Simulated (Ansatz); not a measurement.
Consider the following.

TiAl in space group R-3m (No. 166; Al on 3a, Ti on 3b), a = b = 2.872 Å, c = 13.958 Å, α = β = 90.00°, γ = 120.00°; the cell used has 2 atoms.

This is the r²SCAN-relaxed structure.

Task: All from plane-wave PAW r²SCAN (Ansatz code), unless another level is named. Give the density of states at the Fermi level.

Result: 0.96 states/eV per atom (mean over ±0.08 eV).

Task: And the formation energy from the elements (no fitted shifts)?

Result: -0.19 eV/atom.

A made-up cell: these elements were put on the sites of a structure type; neither database checked (COD, Materials Project) lists it. It is not the phase usual at ambient conditions (space group No. 123). Symmetry was held in the r²SCAN relaxation. At this level the phase is mechanically unstable. The run is not spin-polarised. Axis ratios of metals converge slowly with the k-mesh, so a and c are less sure than the volume. The references are the lowest solids computed at this level, not always the standard phases.

Potentials: the later of the program's two PAW sets.
